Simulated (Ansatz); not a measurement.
## TeAs (Fm-3m), a sublattice moved along a line

Level of theory: DFT PBEsol+D3(BJ), scalar-relativistic, plane waves, PAW (Ansatz). Settings: plane waves to 420 eV, k-mesh 18×18×18 (Γ-centred), Gaussian smearing 0.15 eV. No spin polarisation. Energies are free energies at this smearing, counted from the undisturbed cell; pressure is positive in compression.

The undisturbed cell (relaxed at this level; with this scan's settings it stands at -0.2 GPa; it needn't be the usual structure):

```
Te As
1.0
     0.00000    2.88744    2.88744
     2.88744    0.00000    2.88744
     2.88744    2.88744    0.00000
Te As
1 1
Cartesian
  2.8874 2.8874 2.8874
  0.0000 0.0000 0.0000
```

Every Te atom is moved by x along the Cartesian unit vector (0.000, 0.000, -1.000); the cell and all other atoms stay fixed. The cell is metallic on the mesh throughout.

Task: Over the sampled range (-0.5000 to 0.3750), is the undisturbed cell the lowest point?

Result: Yes, every other sampled point lies higher.

The scan:

```csv
x (Å),ΔE (meV/cell)
-0.5000,648.9
-0.2500,150.3
0.0000,0.0
0.3750,344.2
```

Cost: 4 runs of about 2.1 core-minutes in all, on Intel Xeon Platinum 8259CL (Skylake/Cascade Lake) (shared hosts).